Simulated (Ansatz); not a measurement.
AlFe (Pm-3m); spiral at q = 0.

```yaml
crystal:
  lattice:
    - [2.91000, 0.00000, 0.00000]
    - [0.00000, 2.91000, 0.00000]
    - [0.00000, 0.00000, 2.91000]
  atoms:
    - { symbol: Al, position: [0.00000, 0.00000, 0.00000] }
    - { symbol: Fe, position: [0.50000, 0.50000, 0.50000] }
```

The source of the geometry is a structure as deposited in COD; atoms and cell stay fixed.

Functional, mesh and filling: LDA, 12×12×12 k mesh, Fermi–Dirac smearing of 0.1 eV. LAPW is all-electron LAPW in Ansatz 0.2.0. Site moments are integrated in spheres about the atoms. Start moments (μB): Fe2 0.7.

The self-consistent cycle went as follows.

| iteration | Harris–Foulkes energy less the last (meV) | density residual (eV) | ∫|m| (μB) |
| --- | --- | --- | --- |
| 1 | -294.523 | 5.7e-01 | 0.6601 |
| 2 | -216.720 | 3.6e-02 | 0.6833 |
| 3 | -49.445 | 9.7e-02 | 0.6843 |
| 4 | 1.144 | 5.0e-04 | 0.7025 |
| 5 | 0.387 | 2.6e-05 | 0.7252 |
| 6 | 0.149 | 6.8e-06 | 0.7411 |
| 7 | 0.063 | 9.4e-07 | 0.7515 |
| 8 | 0.026 | 2.7e-07 | 0.7583 |
| 9 | 0.021 | 5.1e-08 | 0.7596 |
| 10 | -0.046 | 4.6e-05 | 0.7642 |
| 11 | 0.014 | 1.9e-08 | 0.7615 |
| 12 | 0.000 | 5.8e-08 | 0.7689 |
| 13 | 0.000 | 1.1e-08 | 0.7701 |
| 14 | 0.000 | 4.6e-11 | 0.7703 |

Site moments (μB): Al1 -0.02, Fe2 0.73. Cell moment 0.69 μB in the turning frame.

The Ansatz runs typed with the search for lower states off end where their start leads. The magnetic state is the one that this cell and start allow. It needn't be the compound's measured order, which may need a larger cell or be absent.
